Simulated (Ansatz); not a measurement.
**A trial form of Si3F4**

Theory: DFT PBE, scalar-relativistic, plane waves, PAW in Ansatz 0.2.0. Cutoff 420 eV, Gaussian smearing, Γ-centred meshes. Cell and atoms relax first on a coarse mesh and then on a finer one. In between, the cell is made exact in the group found at 0.06 Å. In metals the finer mesh still leaves noise of several meV/atom or more. The steps can't lower the symmetry of their start. No spin polarisation in the relaxation; trial moments died out in a coarse test.

The guess for Si3F4 was made by a generator: random cell by space group and Wyckoff sites (P6/mmm, No. 191). Lengths were set from tabulated atomic sizes, so they are only a guess.

```cif
data_structure
_symmetry_space_group_name_H-M 'P 1'
_symmetry_Int_Tables_number 1
_cell_length_a 5.2786
_cell_length_b 5.2786
_cell_length_c 4.1718
_cell_angle_alpha 90.000
_cell_angle_beta 90.000
_cell_angle_gamma 120.000
_cell_volume 100.67
loop_
_atom_site_label
_atom_site_type_symbol
_atom_site_fract_x
_atom_site_fract_y
_atom_site_fract_z
_atom_site_occupancy
Si1 Si 0.50000 0.00000 0.50000 1
Si2 Si 0.00000 0.50000 0.50000 1
Si3 Si 0.50000 0.50000 0.50000 1
F1 F 0.00000 0.00000 0.50000 1
F2 F 0.50000 0.00000 0.00000 1
F3 F 0.00000 0.50000 0.00000 1
F4 F 0.50000 0.50000 0.00000 1
```

The zero of energy is the elements' standard structures at the same level (F₂ as a molecule); no fitted shifts are applied.

Task: Describe the relaxed structure.

Result: The symmetry stays P6/mmm (No. 191). The volume per atom shrinks by 5.8 %, from 14.4 to 13.6 Å³. The shortest distance goes from 2.09 Å (Si–F) to 1.92 Å (Si–F). The energy falls by about 0.10 eV/atom (the start's value is from the coarse mesh). Conventional cell: a = 5.346 Å, c = 3.833 Å. Si has 2 F at 1.92 Å, 2 F at 2.67 Å and 4 Si at 2.67 Å; F on a site of symmetry 6/mmm is surrounded by 6 Si at 2.67 Å (long against the sum of covalent radii); around F on a site of symmetry mmm lie 2 Si at 1.92 Å.

```yaml
crystal:
  lattice:
    - [5.34581, 0.00000, 0.00000]
    - [-2.67290, 4.62961, 0.00000]
    - [0.00000, 0.00000, 3.83304]
  atoms:
    - { symbol: Si, position: [0.50000, 0.00000, 0.50000] }
    - { symbol: Si, position: [0.00000, 0.50000, 0.50000] }
    - { symbol: Si, position: [0.50000, 0.50000, 0.50000] }
    - { symbol: F, position: [0.00000, 0.00000, 0.50000] }
    - { symbol: F, position: [0.50000, 0.00000, 0.00000] }
    - { symbol: F, position: [0.00000, 0.50000, 0.00000] }
    - { symbol: F, position: [0.50000, 0.50000, 0.00000] }
```

Task: Give its energy and gap.

Result: The formation energy is −1.30 eV/atom. The gap on the 12×12×10 mesh of the 7-atom cell is 0 eV (a metal).

The last run used Gaussian smearing of 0.10 eV. Symmetry constrained the relaxation, so the result can be a saddle point. In all, the 3 runs took 43 s on 1 thread of Intel(R) Xeon(R) Platinum 8488C (Sapphire Rapids), with other jobs on the host. Another cell of Si3F4 relaxed alike, in F-43m, lies 49 meV/atom lower, so this cell isn't the stable form at this level.
